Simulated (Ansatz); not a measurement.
**KCaCl3: clamped-ion strain scan**

Method: Ansatz, DFT PBEsol, scalar-relativistic, plane waves, PAW. The runs took a 420 eV cutoff, a Γ-centred 4×4×4 mesh and Gaussian smearing (0.05 eV). No spin polarisation. Energies are free energies at this smearing, counted from the undisturbed cell; pressure is positive in compression.

The undisturbed cell (relaxed at this level; it needn't be the usual structure):

```
K Ca Cl
1.0
     5.30577    0.00000    0.00000
     0.00000    5.30577    0.00000
     0.00000    0.00000    5.30577
K Ca Cl
1 1 3
Direct
  0.00000 0.00000 0.00000
  0.50000 0.50000 0.50000
  0.00000 0.50000 0.50000
  0.50000 0.00000 0.50000
  0.50000 0.50000 0.00000
```

The cell is strained by ε times the Voigt pattern (0, 0, 0, 0, 0, 1) (xx, yy, zz, yz, xz, xy; engineering shear) with fractional coordinates fixed.

```csv
ε,ΔE (meV/atom),"stress summed along the pattern (GPa, tension positive)",pressure (GPa),gap on the mesh (eV)
-0.0400,?,-0.31,0.0,4.72
-0.0200,0.3,-0.15,0.0,?
0.0000,0.0,0.00,0.0,4.74
0.0050,0.0,0.04,0.0,4.74
0.0100,0.1,0.08,0.0,4.74
0.0150,0.2,0.12,0.0,4.74
0.0250,0.4,0.19,0.0,4.73
0.0300,0.6,0.23,0.0,4.73
0.0350,0.9,0.27,0.0,4.72
```

By symmetry 0.0400 repeats -0.0400, -0.0300 repeats 0.0300, 0.0200 repeats -0.0200, -0.0100 repeats 0.0100 in energy; the slope of the energy along the path changes sign there.

(1) Give the withheld values.

Answers

(1) ΔE (meV/atom) at ε = -0.0400: 1.1; gap on the mesh (eV) at ε = -0.0200: 4.74.

Symmetry holds off the tilts and polar distortions that many cubic perovskites undergo.

Cost: 9 runs of about 1.4 core-minutes in all, on Intel Xeon Processor @ 2.50GHz (Skylake/Cascade Lake) (shared hosts).